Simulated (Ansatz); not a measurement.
LiF:
```yaml
crystal:
  lattice:
    - [0.00000, 2.03409, 2.03409]
    - [2.03409, 0.00000, 2.03409]
    - [2.03409, 2.03409, 0.00000]
  atoms:
    - { symbol: Li, position: [0.00000, 0.00000, 0.00000] }
    - { symbol: F, position: [0.50000, 0.50000, 0.50000] }
```

Relaxed with DFT-PBE in the program Ansatz with PAW potentials. Indices refer to the conventional cell of Fm-3m, a = 4.068 Å, b = 4.068 Å, c = 4.068 Å, α = 90.00°, β = 90.00°, γ = 90.00°.

### Question
Simulate the powder diffraction pattern (Mo Kα, λ = 0.71073 Å; lines above 1 %) up to 2θ = 45°.

### Answer
Simulated powder pattern, Mo Kα, λ = 0.71073 Å (kinematic, ideal powder, no thermal factors, no anomalous dispersion; the 30 strongest lines at most, above 1 %, up to 2θ = 45°):

| 2θ (°) | d (Å) | I/Imax (%) | hkl |
|---|---|---|---|
| 17.40 | 2.349 | 72 | (111) |
| 20.12 | 2.034 | 100 | (200) |
| 28.61 | 1.438 | 56 | (220) |
| 33.68 | 1.227 | 14 | (311) |
| 35.23 | 1.174 | 16 | (222) |
| 40.90 | 1.017 | 6.1 | (400) |
| 44.76 | 0.933 | 3.6 | (331) |

Symmetry was held in the PBE relaxation.

Potentials: the later of the program's two PAW sets.
